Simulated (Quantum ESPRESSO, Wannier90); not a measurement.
Wannier functions of BP (zinc blende)

Materials Project entry mp-1479; symmetrised, unrelaxed at this level. COD (Crystallography Open Database) has an entry of this formula and space group (matched by these alone). Computed values, not measurements, from PBEsol: Quantum ESPRESSO (norm-conserving PseudoDojo potentials, cutoff 61 Ry, no spin polarisation, no spin-orbit coupling) on a Γ-centred 12×12×12 mesh, then Wannier90. Density: 12×12×12 mesh, cold smearing 0.01 Ry.

```
begin unit_cell_cart
ang
    0.0000000000    2.2660700000    2.2660700000
    2.2660700000    0.0000000000    2.2660700000
    2.2660700000    2.2660700000    0.0000000000
end unit_cell_cart
mp_grid = 12 12 12
```

Neighbour vectors b of the finite-difference formula (Å⁻¹), by shell:

```tsv
shell	b_x	b_y	b_z
1	0.11553	0.11553	-0.11553
1	0.11553	-0.11553	0.11553
1	-0.11553	0.11553	0.11553
1	0.11553	0.11553	0.11553
1	-0.11553	-0.11553	0.11553
1	-0.11553	0.11553	-0.11553
1	0.11553	-0.11553	-0.11553
1	-0.11553	-0.11553	-0.11553
```

### Question
Find the weights w_b from the completeness condition Σ_b w_b b_α b_β = δ_αβ.

### Answer
Shell 1: Σ b_x² = 0.107, Σ b_y² = 0.107, Σ b_z² = 0.107 Å⁻²
Each of the three diagonal sums, weighted, has to give 1 and the off-diagonal ones 0, which holds for w_1 = 9.37 Å². Check on xx: 9.37×0.107 = 1.00.

On this mesh the 4 functions of bands 1-4 (valence bands; start: s functions at the bond centres, conv_tol = 1.0e-6) end with spreads 1.4346, 1.4346, 1.4346, 1.4346 Å², Ω_I = 5.2463 Å² and Ω_D = 0.0049 Å².

Ω_total is the sum of the spreads, 5.738 Å². Ω_OD = Ω_total − Ω_I − Ω_D = 0.487 Å². Only (Ω_D + Ω_OD)/Ω_total = 8.6 % depends on the gauge, and another start could lower the total by that share at most. The rms radius is √(Ω_total/4) = 1.20 Å.
